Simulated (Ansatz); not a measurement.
Rb (simple cubic, Pm-3m) at seven volumes, PBE (plane waves, PAW; program Ansatz), scaled uniformly. One row is withheld.

```tsv
V (Å³/atom)	P (GPa)
89.934	0.24
92.899	0.15
95.864	0.07
98.829	0.00
101.794	-0.06
104.759	?
107.724	-0.16
```

**Question.** Fit the shown pressures and predict the withheld one.

**Answer.** P = (3/2)B₀(x^(7/2) − x^(5/2))[1 + (3/4)(B′ − 4)(x − 1)] with x = (V₀/V)^(2/3). Least squares on the six rows gives V₀ = 98.855 Å³/atom, B₀ = 2.2 GPa, B′ = 3.44. At V = 104.759, x = 0.9621 and P = -0.12 GPa. The run itself gave -0.11 GPa.

A made-up cell: these elements were put on the sites of a structure type; neither database checked (COD, Materials Project) lists it. It is not the phase usual at ambient conditions (space group No. 229). The cell was relaxed with PBE under the symmetry of its start. At this level the phase is mechanically unstable.

Potentials: the later of the program's two PAW sets.
